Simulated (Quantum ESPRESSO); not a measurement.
Simulation results for AlGe6N (made-up cell)

All values are calculated (Quantum ESPRESSO 7.5). Calculation on a made-up crystal cell, not a measurement: periodic Kohn-Sham density functional theory in plane waves with PseudoDojo standard norm-conserving scalar-relativistic pseudopotentials, each functional with its own files (v0.5 for PBE, v0.4.1 for LDA and PBEsol), no spin polarisation, no spin-orbit coupling, atoms not relaxed, stress positive in tension, energies less a fixed whole-eV offset for each atom's element; levels are Kohn-Sham levels at fractions of this cell's reciprocal vectors, counted from the reference band (half the neutral cell's valence electrons, rounded up) at Gamma; error bars cover cutoff and k-mesh only, not smearing or the files; added strain carries the atoms with the cell, and shear is the tensor component; each bar is the largest change over components, and at least 0.002 eV, 0.002 eV per angstrom or 0.02 GPa; energies are for the whole cell, and the offsets were chosen from early runs and are not element reference energies.

Settings shared by all entries: lattice type zincblende/diamond; functional pbe; cutoff 1143 eV; fermi dirac smearing 0.1 eV; scf tolerance 1e-07 eV; electrons removed 0; k mesh 6 x 6 x 6, shifted by half a step.

(1) 
```cif
# cell vector a (Å): 5.5980 -0.0148 -0.0774
# cell vector b (Å): -0.0148 5.6052 -0.0478
# cell vector c (Å): -0.0774 -0.0478 5.5804
data_AlGe6N
_symmetry_space_group_name_H-M 'P 1'
_symmetry_Int_Tables_number 1
_cell_length_a 5.5986
_cell_length_b 5.6054
_cell_length_c 5.5811
_cell_angle_alpha 90.977
_cell_angle_beta 91.585
_cell_angle_gamma 90.296
_cell_volume 175.05
loop_
_atom_site_label
_atom_site_type_symbol
_atom_site_fract_x
_atom_site_fract_y
_atom_site_fract_z
_atom_site_occupancy
N1 N 0.00535 0.02326 0.00393 1
Ge1 Ge 0.99926 0.49620 0.48960 1
Ge2 Ge 0.49654 0.99606 0.51015 1
Ge3 Ge 0.49375 0.50998 0.99439 1
Al1 Al 0.24724 0.26107 0.24515 1
Ge4 Ge 0.25173 0.74194 0.75881 1
Ge5 Ge 0.74265 0.25402 0.75346 1
Ge6 Ge 0.75920 0.74958 0.25177 1
_calc_free_energy_less_offsets 1.398  # eV
_calc_smearing_term_minus_ts -0.05971  # eV
_calc_scf_iterations 11
_calc_pressure -0.2625  # GPa
_calc_stress_xx 0.2902  # GPa
_calc_stress_yy 0.548  # GPa
_calc_stress_zz -0.05064  # GPa
_calc_stress_yz 0.1903  # GPa
_calc_stress_xz -1.02  # GPa
_calc_stress_xy 1.624  # GPa
_calc_fermi_level -0.05517  # eV
_calc_reference_band 46
_calc_error_bar_energy 0.002  # eV
_calc_error_bar_stress 0.02399  # GPa
_calc_error_bar_force 0.008883  # eV/angstrom
_calc_error_bar_next_band_up 0.002  # eV
_calc_error_bar_fermi_level 0.01944  # eV
_calc_error_bars_from 'tighter rerun of this cell'
```

Atoms:
```
atoms element  atom site  atom energy offset (eV)
            N          1                     -283
           Ge          2                    -2430
           Ge          3                    -2430
           Ge          4                    -2430
           Al          5                      -64
           Ge          6                    -2430
           Ge          7                    -2430
           Ge          8                    -2430
```

Forces:
```
site  x (eV/Å)  y (eV/Å)  z (eV/Å)
   1    0.1125   0.05261    0.2457
   2  -0.03506  -0.09697     1.005
   3    -0.309  -0.03524    -0.739
   4    0.7843   -0.7205     1.148
   5   -0.6767    -2.073    -1.308
   6     -1.65     1.961   -0.2522
   7     1.589   -0.7749    0.8352
   8    0.1844     1.687   -0.9353
```

Levels:
```
level k point  next band up (eV)
        Gamma            0.05993
(1/2,1/2,1/2)           -0.09603
   (0.15,0,0)          -0.003428
   (0,0.15,0)           -0.02832
   (0,0,0.15)            0.00896
```

(2) 
```cif
# cell vector a (Å): 5.5980 -0.0148 -0.0774
# cell vector b (Å): -0.0148 5.6052 -0.0478
# cell vector c (Å): -0.0774 -0.0478 5.5804
data_AlGe6N
_symmetry_space_group_name_H-M 'P 1'
_symmetry_Int_Tables_number 1
_cell_length_a 5.5986
_cell_length_b 5.6054
_cell_length_c 5.5811
_cell_angle_alpha 90.977
_cell_angle_beta 91.585
_cell_angle_gamma 90.296
_cell_volume 175.05
loop_
_atom_site_label
_atom_site_type_symbol
_atom_site_fract_x
_atom_site_fract_y
_atom_site_fract_z
_atom_site_occupancy
N1 N 0.00535 0.02326 0.00393 1
Ge1 Ge 0.99926 0.49620 0.48960 1
Ge2 Ge 0.49654 0.99606 0.51015 1
Ge3 Ge 0.49375 0.50998 0.99439 1
Al1 Al 0.24725 0.26391 0.24517 1
Ge4 Ge 0.25173 0.74194 0.75881 1
Ge5 Ge 0.74265 0.25402 0.75346 1
Ge6 Ge 0.75920 0.74958 0.25177 1
_calc_free_energy_less_offsets 1.432  # eV
_calc_smearing_term_minus_ts -0.05943  # eV
_calc_scf_iterations 11
_calc_pressure -0.2067  # GPa
_calc_stress_xx 0.2063  # GPa
_calc_stress_yy 0.5459  # GPa
_calc_stress_zz -0.132  # GPa
_calc_stress_yz 0.1507  # GPa
_calc_stress_xz -0.9273  # GPa
_calc_stress_xy 1.602  # GPa
_calc_fermi_level -0.05382  # eV
_calc_reference_band 46
_calc_error_bar_energy 0.002  # eV
_calc_error_bar_stress 0.02399  # GPa
_calc_error_bar_force 0.008883  # eV/angstrom
_calc_error_bar_next_band_up 0.002  # eV
_calc_error_bar_fermi_level 0.01944  # eV
_calc_error_bars_from 'tighter rerun of a related cell'
```

Atoms:
```
atoms element  atom site  atom energy offset (eV)
            N          1                     -283
           Ge          2                    -2430
           Ge          3                    -2430
           Ge          4                    -2430
           Al          5                      -64
           Ge          6                    -2430
           Ge          7                    -2430
           Ge          8                    -2430
```

Forces:
```
site  x (eV/Å)   y (eV/Å)  z (eV/Å)
   1    0.1048    0.06013    0.2387
   2  -0.08825   -0.05701     1.055
   3   -0.3336  -0.001984   -0.7654
   4    0.8202    -0.6866     1.109
   5   -0.6253     -2.205    -1.283
   6    -1.651      1.977   -0.2521
   7     1.589    -0.7892    0.8349
   8    0.1845      1.703   -0.9375
```

Levels:
```
level k point  next band up (eV)
        Gamma            0.05978
(1/2,1/2,1/2)           -0.08324
   (0.15,0,0)          -0.004901
   (0,0.15,0)           -0.02852
   (0,0,0.15)           0.008795
```
